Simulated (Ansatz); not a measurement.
The following input was run with Ansatz 0.2.0.

```yaml
crystal:
  lattice:
    - [-2.97316, 3.287369, 3.287402]
    - [2.97316, -3.287369, 3.287402]
    - [2.97316, 3.287369, -3.287402]
  atoms:
    - { symbol: Ti, position: [0.504755, 0.754755, 0.75] }
    - { symbol: Ti, position: [0.495245, 0.245245, 0.25] }
    - { symbol: Ti, position: [0.0, 0.0, 0.5] }
    - { symbol: Ti, position: [0.0, 0.5, 0.0] }
    - { symbol: O, position: [0.304919, 0.30477, 0.499851] }
    - { symbol: O, position: [0.195484, 0.250383, 0.945101] }
    - { symbol: O, position: [0.304919, 0.805068, 0.000149] }
    - { symbol: O, position: [0.805282, 0.250383, 0.554899] }
    - { symbol: O, position: [0.194718, 0.749617, 0.445101] }
    - { symbol: O, position: [0.804516, 0.749617, 0.054899] }
    - { symbol: O, position: [0.695081, 0.194932, 0.999851] }
    - { symbol: O, position: [0.695081, 0.69523, 0.500149] }
basis:
  ecutwfc: 500
kpoints:
  mp_grid: { grid: [6, 6, 6] }
hamiltonian:
  xc: r2scan
scf:
  occupations: { method: gaussian, width: 0.02 }
output:
  forces: true
  stress: true
  eigenvalues: true
  populations: true
```

Launched with
```bash
ansatz run input.yaml --threads 2 --pin off --max-ram 5120MiB --backend cpu --events-out ev --progress --plain --runs-dir out
```

Theory: DFT r2SCAN, scalar-relativistic, plane waves, PAW in Ansatz.

From the run's log, abridged (iterations and final results):

```
SCF iter   1: F=—  HF=-14585.073420 eV  |F-HF|=—  |Δ(HF+E_count)|=         —  Δρ=2.78e-2  dr2=1.18e0  dr2_τ=7.36e-1  ethr=1.77e-3  ⟨swp⟩=5.1  Hψ=10290  notcnv=0  defer=7
SCF iter   2: F=—  HF=-14585.093914 eV  |F-HF|=—  |Δ(HF+E_count)|=   2.05e-2  Δρ=1.31e-2  dr2=1.15e-1  dr2_τ=6.38e-2  ethr=1.23e-3  ⟨swp⟩=3.2  Hψ=5700  notcnv=0  defer=243
SCF iter   3: F=—  HF=-14585.078739 eV  |F-HF|=—  |Δ(HF+E_count)|=   1.52e-2  Δρ=4.09e-3  dr2=1.37e-2  dr2_τ=1.11e-3  ethr=1.20e-4  ⟨swp⟩=2.1  Hψ=4303  notcnv=0  defer=243
SCF iter   4: F=—  HF=-14585.077986 eV  |F-HF|=—  |Δ(HF+E_count)|=   7.53e-4  Δρ=1.25e-3  dr2=1.09e-3  dr2_τ=2.40e-4  ethr=1.43e-5  ⟨swp⟩=2.0  Hψ=3926  notcnv=0  defer=243
SCF iter   5: F=—  HF=-14585.078116 eV  |F-HF|=—  |Δ(HF+E_count)|=   1.30e-4  Δρ=2.02e-4  dr2=6.70e-5  dr2_τ=3.63e-6  ethr=1.13e-6  ⟨swp⟩=2.0  Hψ=3930  notcnv=0  defer=243
SCF iter   6: F=—  HF=-14585.078248 eV  |F-HF|=—  |Δ(HF+E_count)|=   1.33e-4  Δρ=5.49e-5  dr2=5.67e-6  dr2_τ=2.56e-7  ethr=6.98e-8  ⟨swp⟩=2.6  Hψ=4678  notcnv=0  defer=243
SCF iter   7: F=—  HF=-14585.078249 eV  |F-HF|=—  |Δ(HF+E_count)|=   4.69e-7  Δρ=4.89e-5  dr2=3.30e-6  dr2_τ=2.94e-7  ethr=5.90e-9  ⟨swp⟩=2.0  Hψ=3918  notcnv=0  defer=243
SCF iter   8: F=—  HF=-14585.078248 eV  |F-HF|=—  |Δ(HF+E_count)|=   5.11e-7  Δρ=1.40e-5  dr2=2.93e-7  dr2_τ=1.71e-8  ethr=3.43e-9  ⟨swp⟩=2.0  Hψ=3621  notcnv=0  defer=243
SCF iter   9: F=-14585.078248 eV  HF=-14585.078248 eV  |F-HF|=6.53e-9  |Δ(HF+E_count)|=   8.61e-9  Δρ=2.75e-6  dr2=9.59e-9  dr2_τ=7.91e-10  ethr=1.04e-10  ⟨swp⟩=10.2  Hψ=11396  notcnv=0
SCF 1 converged in 9 iterations: F = -14585.078248 eV  dr2 = 9.59e-9
SCF converged after 9 iterations
Free energy (F): -14585.078248 eV
Harris-Foulkes:  -14585.078248 eV  (|F-HF|=6.53e-9)
Internal energy: -14585.078248 eV  (E = F + TS)
E sigma→0 (E₀):  -14585.078248 eV
Fermi energy:    9.445507 eV
--- Per-component energies (eV) ---
  E_band       = -921.204140
  E_kinetic    = 2493.419088
  E_local      = -6260.454509  (includes V_loc(G=0)·N_el)
  E_nonlocal   = 383.037428
  E_hartree    = 2374.410906
  E_xc         = -963.737417
  E_vxc        = -1383.674660  (∫ρ·V_xc dr)
  E_paw        = -5493.141396  (= ΣΔE_a)
  E_vpaw       = -993.634354  (= ΣTr[D̂ρ^β])
  E_aug_tail   = 0.009121  (compensation charges beyond the density's cutoff)
  E_vtau       = 91.270126  (kinetic-family band-sum trace: ∫τ·v_τ [+ j·A + Jᵃ·Aᵃ] dr)
  E_ewald      = -7117.352114
  E_core_change = -1.269356  (= ΣΔE_core)
  E_smearing   =  0.000000  (= −TS)
--- Forces (eV/Å), atoms counted from 1 ---
  atom   1  Ti     0.00000000     0.00000000    -0.02033313
  atom   2  Ti     0.00000000     0.00000000     0.02033313
  atom   3  Ti     0.00000000     0.00000000     0.00000000
  atom   4  Ti     0.00000000     0.00000000     0.00000000
  atom   5  O     -0.03460443     0.00000000     0.10208670
  atom   6  O      0.00000000    -0.11382653    -0.02406751
  atom   7  O      0.03460443     0.00000000     0.10208670
  atom   8  O      0.00000000     0.11382653    -0.02406751
  atom   9  O      0.00000000    -0.11382653     0.02406751
  atom  10  O      0.00000000     0.11382653     0.02406751
  atom  11  O     -0.03460443     0.00000000    -0.10208670
  atom  12  O      0.03460443     0.00000000    -0.10208670
--- Stress (GPa, compression-positive) ---
       -6.938960       0.000000       0.000000
        0.000000      -6.455989       0.000000
        0.000000       0.000000      -6.359870
  P = ⅓ Tr σ = -6.5849 GPa (-65.849 kbar)
--- Band table (eV; the first three rows and the last of 46) ---
  k-point 0: bands = ["-50.8827", "-50.8661", "-50.8408", "-50.8333", "-26.3142", "-26.3081", "-26.1042", "-26.1027", "-25.9708", "-25.9628", "-25.9528", "-25.9478", "-25.9472", "-25.9446", "-25.9013", "-25.8704", "-10.7337", "-9.6285", "-9.5146", "-9.5144", "-9.2381", "-9.2368", "-8.9444", "-8.9424", "2.6366", "3.0427", "3.5692", "3.7332", "3.7341", "3.7997", "3.8024", "4.5404", "4.5407", "4.8198", "4.8214", "5.5634", "5.5659", "5.7809", "5.7838", "6.3767", "7.1177", "7.1243", "7.6369", "7.6593", "7.6596", "7.8937", "7.8952", "8.3636", "10.5274", "10.8338", "11.0647", "11.1206", "11.1450", "11.2229", "11.2475", "11.8277", "11.8365", "11.8743", "11.8898", "12.8631"]
  k-point 1: bands = ["-50.8795", "-50.8643", "-50.8433", "-50.8359", "-26.2893", "-26.2809", "-26.0957", "-26.0878", "-25.9869", "-25.9794", "-25.9541", "-25.9460", "-25.9423", "-25.9404", "-25.9281", "-25.9009", "-10.6190", "-9.5895", "-9.5641", "-9.4785", "-9.3054", "-9.2151", "-9.0265", "-8.9850", "2.8081", "3.1873", "3.5695", "3.7201", "3.7405", "3.8527", "3.9779", "4.4597", "4.4647", "4.7560", "4.9424", "5.6973", "5.7285", "5.7971", "5.9502", "6.1947", "6.9360", "7.0269", "7.1962", "7.4912", "7.5970", "7.6209", "7.6957", "8.2758", "10.7368", "11.0050", "11.0560", "11.0817", "11.2787", "11.2837", "11.3819", "11.7604", "11.8119", "11.8456", "12.0453", "13.0124"]
  k-point 2: bands = ["-50.8712", "-50.8590", "-50.8503", "-50.8426", "-26.2192", "-26.2059", "-26.0761", "-26.0511", "-26.0176", "-26.0100", "-25.9928", "-25.9906", "-25.9540", "-25.9470", "-25.9415", "-25.9355", "-10.3160", "-9.6533", "-9.4891", "-9.4587", "-9.3785", "-9.2355", "-9.2193", "-9.0940", "3.1315", "3.6639", "3.7275", "3.7558", "3.7722", "3.9231", "4.1181", "4.3455", "4.5895", "4.6986", "5.1835", "5.4059", "5.9289", "6.0023", "6.0111", "6.2272", "6.2803", "6.4404", "6.8274", "7.1554", "7.2803", "7.3159", "7.6027", "7.9884", "10.9268", "10.9835", "11.0305", "11.4176", "11.5464", "11.6125", "11.6534", "11.6955", "11.7070", "11.8704", "12.2578", "12.7096"]
  k-point 45: bands = ["-50.8781", "-50.8706", "-50.8408", "-50.8334", "-26.3149", "-26.3088", "-26.1144", "-26.1132", "-25.9690", "-25.9611", "-25.9516", "-25.9460", "-25.9411", "-25.9382", "-25.8887", "-25.8829", "-10.1093", "-10.1076", "-9.4329", "-9.4328", "-9.3387", "-9.3375", "-9.0578", "-9.0558", "2.8532", "2.8557", "3.8862", "3.8906", "4.4765", "4.4766", "4.7275", "4.7280", "4.7361", "4.7365", "5.5289", "5.5305", "5.5336", "5.5387", "6.1027", "6.1076", "6.2396", "6.2447", "6.9144", "6.9159", "7.0378", "7.0404", "7.2659", "7.2700", "10.5580", "10.5660", "11.1636", "11.1656", "11.5576", "11.5588", "11.8327", "11.8475", "12.2473", "12.2569", "12.4140", "12.4184"]
--- Löwdin populations: 12 sites ---
  site symbol q [e]
     0     Ti     10.5280
     1     Ti     10.5280
     2     Ti     10.5273
     3     Ti     10.5273
     4      O      6.6942
     5      O      6.6949
     6      O      6.6942
     7      O      6.6949
     8      O      6.6949
     9      O      6.6949
    10      O      6.6942
    11      O      6.6942
  spilling = 0.003467 (of n_electrons = 96.000000)
```

Self-consistency was reached.

Time: 31 s on 2 threads of Arm Neoverse V1, with other jobs on the host, peak memory 0.98 GiB.